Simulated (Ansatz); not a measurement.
Relaxed Sr (fcc, Cu type):

```yaml
crystal:
  lattice:
    - [6.02892, 0.00000, 0.00000]
    - [0.00000, 6.02892, 0.00000]
    - [0.00000, 0.00000, 6.02892]
  atoms:
    - { symbol: Sr, position: [0.00000, 0.00000, 0.00000] }
    - { symbol: Sr, position: [0.50000, 0.50000, 0.00000] }
    - { symbol: Sr, position: [0.50000, 0.00000, 0.50000] }
    - { symbol: Sr, position: [0.00000, 0.50000, 0.50000] }
```

Two-dimensional scan of atom 3 (Sr, nearest neighbour Sr at 4.263 Å; its periodic images, 6.0 Å or more away, move with it): u runs along (1.000, 0.000, 0.000), v along (0.000, 0.000, 1.000) (Cartesian). Cell and other atoms are fixed.

Method: PBE (plane waves to 420 eV, PAW, scalar-relativistic; Ansatz, a quantum-chemistry and plane-wave program). k mesh 6×6×6 (Γ-centred), Fermi-Dirac smearing 0.05 eV. Energies are smeared free energies. Points where atoms come too close for the PAW data are left out (x in tables, blank in figures). With partly filled bands, energies and forces of such displacements shift with the k mesh and the smearing. Sr was relaxed with its symmetry unable to fall. The last digit holds for this mesh only.

Changes of ΔE (eV/cell) from the point u = 0.000 Å, v = 0.000 Å when one coordinate moves alone (two changes are said to add if the coupling is within 5 % of the smaller one, nearly so within 20 %):

```
point                      change
-------------------------  ------
u = 0.000 Å, v = -1.070 Å  1.0375
u = 0.000 Å, v = -0.535 Å  0.2595
u = -1.070 Å, v = 0.000 Å  1.0375
u = -0.535 Å, v = 0.000 Å  0.2595
u = 0.535 Å, v = 0.000 Å   0.2595
u = 1.070 Å, v = 0.000 Å   1.0375
u = 0.000 Å, v = 0.535 Å   0.2595
u = 0.000 Å, v = 1.070 Å   1.0375
```

### Question
Do the two effects add at u = 1.070 Å, v = 0.535 Å? Give the computed change.

### Answer
The sum of the single changes is 1.0375 + (0.2595) = 1.2970; the calculation gives 1.3804, so the coupling contributes 0.0834 (over 20 % of the smaller single change, not additive).

### Question
Do the two effects add at u = 0.535 Å, v = 0.535 Å? Give the computed change.

### Answer
The sum of the single changes is 0.2595 + (0.2595) = 0.5190; the calculation gives 0.5399, so the coupling contributes 0.0209 (under 20 % of the smaller single change, nearly additive).

(For displaced atoms, the force is minus the slope of the energy, and its curvature is a force constant, which sets phonon frequencies.)
